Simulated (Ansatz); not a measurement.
Single point in Ansatz 0.2.0 with PBEsol, collinear spin. Cutoff 420 eV, PAW datasets, 6×6×6 Γ-centred k mesh, fermi-dirac filling (width 0.0119 eV).

Computed maps in the lattice plane spanned by b (left to right, 4.39 Å, 13 points from zero) and c (bottom to top, 4.39 Å, 13 points from zero), 90° apart, at height 0.000 along a. The fields are smooth PAW ones with compensation charges, not the true ones near nuclei.

Valence density. Digits on a logarithmic scale: 0 up to 0.03 e/Å³, each further digit a factor of 1.6, 9 from 1.3 e/Å³ up:
```
9995699996599
9964578875469
6543345543345
7653112211356
9974100001479
9985200002589
9985200002589
9974100001479
7653112211356
6543345543345
9964578875469
9995699996599
9996799997699
```

Spin density. Ten even steps from '0' (0.00 e/Å³) to '9' (9.65 e/Å³):
```
4200000000002
0000000000000
0000000000000
0000000000000
0000000000000
0000000000000
0000000000000
0000000000000
0000000000000
0000000000000
0000000000000
4200000000002
9400000000004
```

Problem. The cell is MnTlF$_{3}$. Which atoms lie within 0.2 Å of this plane, and where (fractions of b and c)?

Solution. Mn at (0.00, 0.00), F at (0.50, 0.00), F at (0.00, 0.50). The whole cell:
```
Mn F Tl
1.0
     4.38527    0.00000    0.00000
     0.00000    4.38527    0.00000
     0.00000    0.00000    4.38527
Mn F Tl
1 3 1
Direct
  0.00000 0.00000 0.00000
  0.50000 0.00000 0.00000
  0.00000 0.50000 0.00000
  0.00000 0.00000 0.50000
  0.50000 0.50000 0.50000
```

Magnetic state (reached from a saved solution, and it need not be the lowest): Mn1 up.

Origin: a known structure type with other elements, at an estimated volume, so it need not be a known compound.
